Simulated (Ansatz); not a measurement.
**Two Ansatz runs on Cr**

The cell comes from COD entry 9011574, which wasn't checked; take it as a given geometry. It is an old determination, and later ones may differ.

First run: DFT, PBEsol, all-electron LAPW, scalar-relativistic (Ansatz 0.2.0).

Command: `ansatz run input.yaml --threads 1 --pin off --max-ram 3072MiB --backend cpu --events-out ev --progress --plain --runs-dir out` The run took 3.1 min on 1 thread of Intel(R) Xeon(R) Platinum 8488C (Sapphire Rapids), with other jobs on the host, peak memory 0.7 GiB.

```yaml
crystal:
  lattice:
    - [2.714, 0.0, 0.0]
    - [-1.357, 2.3503929459, 0.0]
    - [0.0, 0.0, 4.41]
  atoms:
    - { symbol: Cr, position: [0.3333333333, 0.6666666667, 0.25], spin: 3.0 }
    - { symbol: Cr, position: [0.6666666667, 0.3333333333, 0.75], spin: 3.0 }
magnetization:
  spin_polarized: true
kpoints:
  mp_grid: { grid: [14, 14, 8] }
scf:
  occupations: { method: fermi_dirac, width: 0.05 }
hamiltonian:
  xc: pbesol
  pseudopotentials: { kind: all_electron, lapw: { basis_error: 0.001 } }
output:
  forces: true
  stress: true
relax:
  f_tol: 0.005
  max_steps: 80
  cell: {}
```

Result: converged; relaxed volume 11.485 Å³/atom; moment 0.00 μB; 51 SCF iterations in all.

A second input differs as follows:

```diff
@@ -5,12 +5,11 @@
     - [0.0, 0.0, 4.41]
   atoms:
-    - { symbol: Cr, position: [0.3333333333, 0.6666666667, 0.25], spin: 3.0 }
+    - { symbol: Cr, position: [0.3333333333, 0.6666666667, 0.25], spin: 2.0 }
     - { symbol: Cr, position: [0.6666666667, 0.3333333333, 0.75], spin: 3.0 }
-magnetization:
-  spin_polarized: true
 kpoints:
   mp_grid: { grid: [14, 14, 8] }
 scf:
   occupations: { method: fermi_dirac, width: 0.05 }
+  max_iter: 60
 hamiltonian:
   xc: pbesol
```

Question: What is wrong with it, and what does the program do?

Answer: The fault is a moment without spin polarisation. The run refused before any iteration. The log ends:
```
Error: inconsistent input (magnetization.spin_polarized): false but per-atom `spin:`, `per_species`, `initial_magnetization`, `magnetic_field`, or `spin_locking` is set
```
